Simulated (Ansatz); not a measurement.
An Ansatz (an electronic-structure program) input:

Ansatz 0.2 input:
```yaml
crystal:
  lattice:
    - [1.4740517241, -4.5425312691, 0.0]
    - [1.4740517241, 4.5425312691, 0.0]
    - [0.0, 0.0, 4.0887518489]
  atoms:
    - { symbol: Al, position: [0.5928953116, 0.4071046884, 0.25] }
    - { symbol: Ru, position: [0.8633258146, 0.1366741854, 0.25] }
    - { symbol: Al, position: [0.4071046884, 0.5928953116, 0.75] }
    - { symbol: Ru, position: [0.1366741854, 0.8633258146, 0.75] }
kpoints:
  mp_grid: { grid: [11, 11, 7] }
  band_path:
    path:
      - [[0.0, 0.0, 0.0], [-0.5, 0.5, 0.0], [-0.2763250742, 0.7236749258, 0.0]]  # Γ-Y-C_0
      - [[0.2763250742, 0.2763250742, 0.0], [0.0, 0.0, 0.0], [0.0, 0.0, 0.5], [0.2763250742, 0.2763250742, 0.5]]  # Σ_0-Γ-Z-A_0
      - [[-0.2763250742, 0.7236749258, 0.5], [-0.5, 0.5, 0.5], [-0.5, 0.5, 0.0]]  # E_0-T-Y
      - [[0.0, 0.0, 0.0], [0.0, 0.5, 0.0], [0.0, 0.5, 0.5], [0.0, 0.0, 0.5], [-0.5, 0.5, 0.5]]  # Γ-S-R-Z-T
    npoints: 6
basis: { xc_grid: 2 }
hamiltonian:
  xc: pbesol
  pseudopotentials: { azcp: { folder: ./paw }, kind: paw_fr }
magnetization: { noncollinear: true, spin_orbit: true }
scf:
  n_extra_bands: 12
  convergence: { dr2_threshold: 0.0000000001 }
  occupations: { method: gaussian, width: 0.05 }
output: { eigenvalues: true }
```

Q: How many symmetry operations and irreducible k-points will the run report?

A: 8 operations, 144 of 847 k-points.

Q: With a cutoff of 420 eV, how many plane waves at Γ?

A: 1055.

It took very roughly 90 core-seconds on shared server cores.

Space group Cmcm. The start of the workflow was typed in or built on a structure type; neither database checked (COD, Materials Project) lists it. COD files the formula under space group No. 221. Whether it is the stable phase at ambient conditions was not checked. Symmetry was held in the PBEsol relaxation; whether a distortion lowers the energy is not shown. No spin polarisation was allowed.

Potentials: the earlier of the program's two PAW sets. The files were generated under PBE; for other functionals the program regenerates the frozen cores, and for LDA and PBEsol the local potential too.

Ansatz is a plane-wave DFT program.
